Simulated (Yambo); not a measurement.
```
RbLuO2
1.0
    1.72480     0.99581     6.55387
   -1.72480     0.99581     6.55387
    0.00000    -1.99163     6.55387
O Rb Lu
2 1 1
Cartesian
  0.00000   0.00000  15.26793
  0.00000   0.00000   4.39367
  0.00000   0.00000   0.00000
  0.00000   0.00000   9.83080
```

The PBEsol cell relaxed from Materials Project entry mp-7480 was given an isotropic strain of +2 % on all lattice vectors, and the atoms were relaxed again.

Task: Where are the main features of Im ε from RPA with local fields on PBEsol bands shifted by a G0W0 scissor of 0.88 eV (Yambo; 6×6×6 mesh, 59 bands, 4 Ry local-field block, 0.2 eV broadening; field along x)?

Result: Peaks at 5.4 eV (2.3), 7.1 eV (3.6), 8.9 eV (3.7), 10.0 eV (3.7), 10.8 eV (3.5), heights in brackets. Structure narrower than a few tenths of an eV can come from the finite k mesh. Convergence of the RPA response with its 6×6×6 mesh was not tested. The scissor comes from a G0W0 run whose convergence isn't established. No excitonic effects at this level. The 4f states are in the valence at their DFT position.
